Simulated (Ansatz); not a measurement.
Input:

Starting cell, Cd (hcp, Mg type):

```yaml
crystal:
  lattice:
    - [5.92405, 0.00000, 0.00000]
    - [-1.48101, 2.56519, 0.00000]
    - [0.00000, 0.00000, 5.79795]
  atoms:
    - { symbol: Cd, position: [0.16667, 0.66667, 0.75000] }
    - { symbol: Cd, position: [0.66667, 0.66667, 0.75000] }
    - { symbol: Cd, position: [0.33333, 0.33333, 0.25000] }
    - { symbol: Cd, position: [0.83333, 0.33333, 0.25000] }
```

A phonon eigenvector at M = (0.5, 0.0, 0.0) is frozen into this cell: atom i moves by Q times the vector below, so Q is the largest atomic displacement, in Å. The cell is held. (q is in reciprocal vectors of the primitive cell; the cell shown is doubled to hold the pattern.)

```
atom       x       y      z
----  ------  ------  -----
Cd1    0.866   0.500  0.000
Cd2   -0.866  -0.500  0.000
Cd3    0.866   0.500  0.000
Cd4   -0.866  -0.500  0.000
```

Computed with r2SCAN (plane waves to 500 eV, PAW, scalar-relativistic; Ansatz, a first-principles code). k mesh 9×18×8 (Γ-centred), Fermi-Dirac smearing 0.05 eV. Energies are smeared free energies. With partly filled bands, energies and forces of such displacements shift with the k mesh and the smearing. Cd was relaxed with its symmetry unable to fall. The zero of ΔE is the undisplaced structure.

The scan covers Q from -0.180 to 0.180 Å in 13 points.

Problem. Is this a single well or a double well?

Solution. A single well with its minimum at or next to zero displacement.

Problem. Which space group does the distorted structure have?

Solution. Pmma (No. 51), lowered from P6_3/mmc.

Problem. What is the energy change at Q = 0.180 Å?

Solution. 697 meV/cell.

Problem. What harmonic wavenumber does the curvature at Q = 0 give?

Solution. 154 cm⁻¹.

(For displaced atoms, the force is minus the slope of the energy, and its curvature is a force constant, which sets phonon frequencies.)
